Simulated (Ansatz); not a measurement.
Theory: DFT PBE, scalar-relativistic, plane waves, PAW in Ansatz 0.2.0. All cells share a 420 eV cutoff and Γ-centred k meshes spaced at most about 0.3 Å⁻¹ (2π included). No spin polarisation in the final relaxations.

All energies are static (0 K, no zero-point motion). All come from trial cells, and lower structures may exist.

**Question.** Which of these relaxed structures of Sn4SeS3 is the lowest in energy?
A.

```cif
data_structure
_symmetry_space_group_name_H-M 'Pm'
_symmetry_Int_Tables_number 6
_cell_length_a 4.3214
_cell_length_b 4.1299
_cell_length_c 11.7466
_cell_angle_alpha 90.000
_cell_angle_beta 92.240
_cell_angle_gamma 90.000
_cell_volume 209.48
loop_
_atom_site_label
_atom_site_type_symbol
_atom_site_symmetry_multiplicity
_atom_site_Wyckoff_symbol
_atom_site_fract_x
_atom_site_fract_y
_atom_site_fract_z
_atom_site_occupancy
Sn1 Sn 1 b 0.98447 0.50000 0.00310 1
Sn2 Sn 1 a 0.31467 0.00000 0.75489 1
Sn3 Sn 1 b 0.35778 0.50000 0.49356 1
Sn4 Sn 1 a 0.77999 0.00000 0.24292 1
Se1 Se 1 a 0.89208 0.00000 0.47686 1
S1 S 1 b 0.37718 0.50000 0.27007 1
S2 S 1 a 0.39431 0.00000 0.97807 1
S3 S 1 b 0.89951 0.50000 0.78052 1
```

B.

```cif
data_structure
_symmetry_space_group_name_H-M 'P4/mmm'
_symmetry_Int_Tables_number 123
_cell_length_a 4.1760
_cell_length_b 4.1760
_cell_length_c 11.8067
_cell_angle_alpha 90.000
_cell_angle_beta 90.000
_cell_angle_gamma 90.000
_cell_volume 205.89
loop_
_atom_site_label
_atom_site_type_symbol
_atom_site_symmetry_multiplicity
_atom_site_Wyckoff_symbol
_atom_site_fract_x
_atom_site_fract_y
_atom_site_fract_z
_atom_site_occupancy
Sn1 Sn 1 a 0.00000 0.00000 0.00000 1
Sn2 Sn 2 h 0.50000 0.50000 0.24474 1
Sn3 Sn 1 b 0.00000 0.00000 0.50000 1
Se1 Se 1 d 0.50000 0.50000 0.50000 1
S1 S 2 g 0.00000 0.00000 0.75188 1
S2 S 1 c 0.50000 0.50000 0.00000 1
```

**Answer.** A. It has space group Pm (No. 6); the next, B, with Se and S ordered on rock salt sites, space group P4/mmm (No. 123), lies 25 meV/atom higher. Counting S or Se atoms around Sn (for each partner element, those within 1.25 times its shortest distance or 1.15 times the sum of covalent radii, where it is the nearest in units of that sum or under 1.3; a plus sign parts groups by distance over the sum of covalent radii; the shortest distance is added where it exceeds 1.18 times the sum of covalent radii; a slash parts the counts of unlike sites), the lowest has Sn 3/3+2/5 and the next has Sn 6/6 from 2.9 Å.

Weakly bound directions are ill-defined at this level, which has no dispersion term (Pm), and this can change margins and order among such cells. Cells relaxed within their symmetry can be saddle points. The Pm cell of Sn4SeS3 came from shaking the P4/mmm one. Some candidate types were left out of the draw beforehand, so a known form may be missing.
